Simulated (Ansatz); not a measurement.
## Property card for CuNi$_{3}$N

CuNi₃N:
```
CELL_PARAMETERS angstrom
      3.70091     0.00000     0.00000
      0.00000     3.70091     0.00000
      0.00000     0.00000     3.70091
ATOMIC_POSITIONS crystal
  Cu 0.00000 0.00000 0.00000
  Ni 0.00000 0.50000 0.50000
  Ni 0.50000 0.00000 0.50000
  Ni 0.50000 0.50000 0.00000
  N  0.50000 0.50000 0.50000
```
The run is spin-polarised; directions of the spins, atom by atom: 0 ↑ ↑ ↑ 0.

Space group Pm-3m (No. 221), anti-perovskite; conventional cell a = b = c = 3.7009 Å, α = β = γ = 90.00°.

Method: r²SCAN in the plane-wave PAW code Ansatz. Structure relaxed to zero pressure with the same functional. Other levels are named where they apply.

**Cell and energy**

```
Quantity                                                              Value
-----------------------------------------------------  --------------------
Volume per atom                                                    10.14 Å³
Density                                                          8.31 g/cm³
Formation energy from the elements (no fitted shifts)  -1.7 kJ/mol of atoms
```

**Electronic structure**

```
Item                                                                        Result
------------------------------------  --------------------------------------------
Electronic character                                             metallic (no gap)
Density of states at the Fermi level  0.63 states/eV per atom (mean over ±0.08 eV)
```

**Magnetism**

```
Quantity                  Result
--------------  ----------------
Magnetic order     ferromagnetic
Net moment      0.21 μB per atom
```

**Mechanics**

```
Item                                                                          Result
--------------------------------------------  --------------------------------------
Bulk modulus (Birch–Murnaghan fit)                                           218 GPa
Pressure derivative B′                                                           4.8
Elastic constants (relaxed ions, GPa)               C11 = 380, C12 = 137, C44 = 53.7
Mechanical stability                          stable (all eigenvalues of C positive)
Hill bulk and shear moduli                                          218 and 75.0 GPa
Young's modulus                                                              202 GPa
Poisson's ratio                                                                 0.35
Debye temperature from the elastic constants                                   464 K
```

**Charges**

```
Quantity                               Value
-------------  -----------------------------
Bader charges  Cu +0.02, Ni +0.40, N -1.24 e
```

The first step of the workflow began from a Materials Project structure, measured or hypothetical; the Crystallography Open Database copy checked does not list it. Whether it is the stable phase at ambient conditions was not checked. Symmetry was held in the r²SCAN relaxation; whether a distortion lowers the energy is not shown. The final state is ferromagnetic, the only order run, not a proven ground state. Other orbital occupations within this spin state were not tried. No Hubbard U is applied. For itinerant 3d metals, meta-GGAs of the SCAN family and hybrids are commonly reported to give too large moments. As this level gives no gap, shear constants depend on the k-mesh and smearing (Fermi–Dirac, 0.1 eV here). The references are the lowest solids computed at this level, not always the standard phases (solids in place of the gases).

Potentials: the later of the program's two PAW sets.
